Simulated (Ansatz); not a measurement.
**NbCd3: stiffness from a series of strains**

```
CELL_PARAMETERS angstrom
4.21500 0.00000 0.00000
0.00000 4.21500 0.00000
0.00000 0.00000 4.21500
ATOMIC_POSITIONS crystal
Nb 0.00000 0.00000 0.00000
Cd 0.00000 0.50000 0.50000
Cd 0.50000 0.00000 0.50000
Cd 0.50000 0.50000 0.00000
```

Atoms are numbered in the order listed.

The cell comes from COD entry 2310296, which wasn't checked; take it as a given geometry.

Spin polarisation is left out, and whether a magnetic state lies lower isn't shown here.

Theory: Ansatz 0.2.0, DFT, LDA, all-electron LAPW, scalar-relativistic.

Sampling and basis: a Γ-centred 9×9×9 k mesh, Fermi–Dirac smearing of 0.08 eV, basis error target 0.5 meV/atom, no spin polarisation.

The strain is applied along the Cartesian axes of the cell as listed (the other components stay zero). Fractional coordinates are held (clamped ions).

σ is the change of stress from the unstrained cell, which is at -2.53 GPa; tension is positive, so slopes are stress–strain coefficients at that pressure. In a metal the k mesh adds noise.

Only quantities that a quadratic follows smoothly over the whole series are listed; rougher ones are left out.

```tsv
εxx = εyy	σzz (GPa)	σxx (GPa)
-0.0200	-3.78	-5.57
0.0000	0.00	0.00
0.0100	1.64	2.31
0.0200	3.10	4.35
```

**Question.** Fit the series and read off the stiffness at zero strain.

**Answer.** Least-squares fits y = p0 + p1 x + p2 x² to the rows give σzz (GPa): p1 = 172, p2 = -850; σxx (GPa): p1 = 248, p2 = -1500. So 2 C12 = 172 GPa and C11 + C12 = 248 GPa.

**Question.** One run, at εxx = εyy = -0.0100, is withheld. Predict its row.

**Answer.** The fits give -1.80, -2.64; the run gave -1.81, -2.61.
